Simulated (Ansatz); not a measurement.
GaAs (CsCl type, space group No. 221) under volume change, plane-wave PAW PBE (Ansatz code), scaled uniformly.

```csv
V (Å³/atom),E − E(relaxed) (meV/atom),P (GPa)
17.472,36.6,7.35
18.048,15.4,4.53
18.624,3.6,2.08
19.200,0.0,0.00
19.776,3.3,-1.75
20.352,12.2,-3.18
20.928,25.9,-4.40
```

### Question
What does a third-order Birch–Murnaghan fit give for V₀, B₀ and B′?

### Answer
V₀ = 19.20 Å³/atom, B₀ = 62.7 GPa, B′ = 4.6.

Space group Pm-3m (CsCl type). The cell is a constructed one: a structure type filled with these elements; neither database checked (COD, Materials Project) lists it. It is not the phase usual at ambient conditions (space group No. 216). Symmetry was held in the PBE relaxation; its stability against distortions is not shown here.

Potentials: the later of the program's two PAW sets.
